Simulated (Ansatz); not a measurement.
**Calculated ¹⁷O NMR of the central transition for V₂O₅**

Cell: a structure deposited in the COD, taken as it stands.

Space group Pmmn:1 (No. 59); a = 3.5710, b = 11.5440, c = 4.3830 Å.

| site | Wyckoff | site symmetry | x | y | z |
| --- | --- | --- | --- | --- | --- |
| V | 4e | m.. | 0.0000 | 0.3512 | 0.8914 |
| O5 | 4e | m.. | 0.0000 | 0.1809 | 0.0028 |
| O9 | 4e | m.. | 0.0000 | 0.3545 | 0.5303 |
| O13 | 2b | mm2 | 0.0000 | 0.5000 | 0.9992 |

One atom of each set is listed.

The numbers come from a DFT calculation in Ansatz (PBE, plane waves and PAW (field gradients read without the response of the frozen cores, which leaves them typically 4 to 6 % off), scalar-relativistic, 420 eV cutoff, Γ-centred 6×2×5 k-points, Fermi–Dirac smearing 0.02 eV).

¹⁷O has I = 5/2 and Q = -25.58 mb (Pyykkö 2018); at 23.5 T its Larmor frequency is ν₀ = 135.7 MHz. Only the quadrupole interaction is simulated: positions count from each site's isotropic chemical shift, and J coupling is left out, as are shift anisotropy and dipolar coupling, which fast spinning averages.

Simulated pattern of one O site (fast magic-angle spinning, Gaussian broadening 0.07 kHz):

```tsv
offset (kHz)	height
-1.724	0
-1.683	1
-1.643	3
-1.602	5
-1.561	5
-1.521	5
-1.480	5
-1.439	5
-1.399	5
-1.358	6
-1.317	6
-1.277	6
-1.236	6
-1.196	6
-1.155	6
-1.114	8
-1.074	24
-1.033	66
-0.992	75
-0.952	56
-0.911	46
-0.870	42
-0.830	39
-0.789	37
-0.749	36
-0.708	36
-0.667	36
-0.627	36
-0.586	37
-0.545	38
-0.505	39
-0.464	42
-0.423	45
-0.383	50
-0.342	59
-0.301	79
-0.261	100
-0.220	60
-0.180	10
-0.139	0
```

Problem. Which |C_Q| and η does the pattern imply?

Solution. The pattern spans 1.42 kHz before broadening and its centre of gravity is at -0.661 kHz, which fixes P_Q; the places of the horns and steps fix η. That gives P_Q = 3.87 MHz, |C_Q| = 3.87 MHz and η = 0.01, the values that the calculation gives site O13 (2 V at 1.78 Å, angle 149°). The other sites have |C_Q| = 3.28, 0.704 MHz. The sign of C_Q can't be read from the pattern.

At O13 V_zz points along the bisector of its two bonds (within 1°).

Hardware: 1 thread of AMD EPYC 9R14 (Zen 4) (x86_64; 16 cores open to the job, memory cap 3.0 GiB, no GPU), a shared host with a load of 0.1 a core. Wall time 13 s, CPU time 13 s, peak memory 0.58 GiB.
